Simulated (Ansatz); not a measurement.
Starting cell, BN (zinc blende):

```
BN
1.0
    0.00000     1.80443     1.80443
    1.80443     0.00000     1.80443
    1.80443     1.80443     0.00000
N B
1 1
Direct
  0.75000   0.75000   0.75000
  0.00000   0.00000   0.00000
```

The atoms are displaced by Q × the pattern below (from a DFPT mode at Γ, largest move 1; Q in Å), at fixed cell. It is one choice among 3 degenerate patterns.

```json
[
 {"atom": "N1", "x": "0.000", "y": "0.000", "z": "-0.772"},
 {"atom": "B2", "x": "0.000", "y": "0.000", "z": "1.000"}
]
```

Computed with r2SCAN (plane waves to 500 eV, PAW, scalar-relativistic; Ansatz, a program for electronic structure). k mesh 16×16×16 (Γ-centred), Fermi-Dirac smearing 0.05 eV. The energy includes the smearing's −TS. Stress and pressure are positive under compression. BN was relaxed with its symmetry unable to fall. The PAW data are Ansatz's earlier set. The zero of ΔE is the undisplaced structure.

```tsv
Q (Å)	ΔE (meV/cell)	P (GPa)	−dE/dQ from forces (eV/Å)
-0.180	1111	28.2	10.929
-0.150	798	20.1	9.819
-0.120	525	13.1	8.328
-0.090	302	7.5	6.525
-0.060	136	3.4	4.484
-0.030	34	0.8	2.282
0.000	0	0.0	0.000
0.030	34	0.8	-2.282
0.060	136	3.4	-4.484
0.090	302	7.5	-6.525
0.120	525	13.1	-8.328
0.150	798	20.1	-9.819
0.180	1111	28.2	-10.929
```

Summary:

| Property | Result |
|---|---|
| Energy at Q = 0.180 Å | 1111 meV/cell |
| Space group of the distorted cell | Imm2 (No. 44), lowered from F-43m |
| Symmetry of the curve | even: the same for both signs |
| Shape of the curve | a single well with its minimum at or next to zero displacement |
| Harmonic wavenumber from the curvature (finite differences) | 1042 cm⁻¹ |
| Wavenumber by perturbation theory (DFPT, on another k mesh) | 1042 cm⁻¹ |

(A displaced cell: forces are minus the slopes of the energy, force constants its curvatures, and phonons follow from these.)
